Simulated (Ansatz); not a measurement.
Input:

TaS2:
```xyz
3
Lattice="3.2909 0.0000 0.0000 -1.6455 2.8500 0.0000 0.0000 0.0000 5.7221" Properties=species:S:1:pos:R:3 pbc="T T T"
Ta     0.0000     0.0000     0.0000
S      0.0000     1.9000     1.5370
S      1.6455     0.9500     4.1850
```

This is the LDA-relaxed structure. Tensor components refer to the Cartesian frame of this cell.

Q: All from plane-wave PAW LDA (Ansatz code), unless another level is named. Give the Debye temperature from the elastic constants.

A: 298 K.

Q: Next, the elastic constants (relaxed ions, GPa)?

A: C11 = 193, C12 = 35.1, C13 = 14.1, C14 = -8.2, C33 = 60.0, C44 = 23.2.

Space group P-3m1 (CdI2 type). Symmetry was held in the LDA relaxation. The run is not spin-polarised. The volume moved by -17 % from the start of the relaxation. A crystal of weakly bound layers computed without a dispersion correction: the cell and the soft elastic constants depend strongly on that. With an odd number of electrons in the cell and no spin polarisation, the count alone makes it a metal. As this level gives no gap, shear constants depend on the k-mesh and smearing (Fermi–Dirac, 0.1 eV here). Scalar-relativistic: spin–orbit coupling is off unless named, which matters more the heavier the elements.

Potentials: the later of the program's two PAW sets.
